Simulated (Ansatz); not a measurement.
Consider a crystal of CaYC₄N₄ in space group P-43m (No. 215), with Ca on 1a; Y on 1b; C on 4e; N on 4e. The cell of CaYC₄N₄ is invented: two interpenetrating cyanide-bridged diamond nets.

Computed with Ansatz 0.2.0, DFT PBE, scalar-relativistic, plane waves, PAW. Cutoff 420 eV, Γ-centred mesh, Gaussian smearing, no spin polarisation.

Energies over the elements count from the elements' standard structures at the same level (N₂ as a molecule), with no fitted energy shifts.

Problem. Give the relaxed lattice parameters and positions.

Solution.

Space group P-43m (No. 215). a = 6.858 Å, b = 6.858 Å, c = 6.858 Å, α = 90.00°, β = 90.00°, γ = 90.00°
```
atom  site  symmetry       x       y       z
  Ca    1a      -43m  0.0000  0.0000  0.0000
   Y    1b      -43m  0.5000  0.5000  0.5000
   C    4e       .3m  0.2100  0.2100  0.2100
   N    4e       .3m  0.3094  0.3094  0.3094
```

Ca has 4 C at 2.49 Å; around Y lie 4 N at 2.26 Å; C is surrounded by 1 N at 1.18 Å and 1 Ca at 2.49 Å; around N lie 1 C at 1.18 Å and 1 Y at 2.26 Å. Another local minimum with the same sites may exist.

Problem. Where does its energy lie, and is it a metal?

Solution. The energy over the elements is −0.08 eV/atom and the gap on the 6×6×6 mesh of the 10-atom cell is 0 eV (a metal). Whether it is stable depends on the other phases of the system, which aren't compared here.

The last run used Gaussian smearing of 0.10 eV. The cell is a metal run without spin; a magnetic state may lie lower. The reference form of C is held partly by dispersion forces, which this level lacks. Symmetry constrained the relaxation, so the result can be a saddle point.
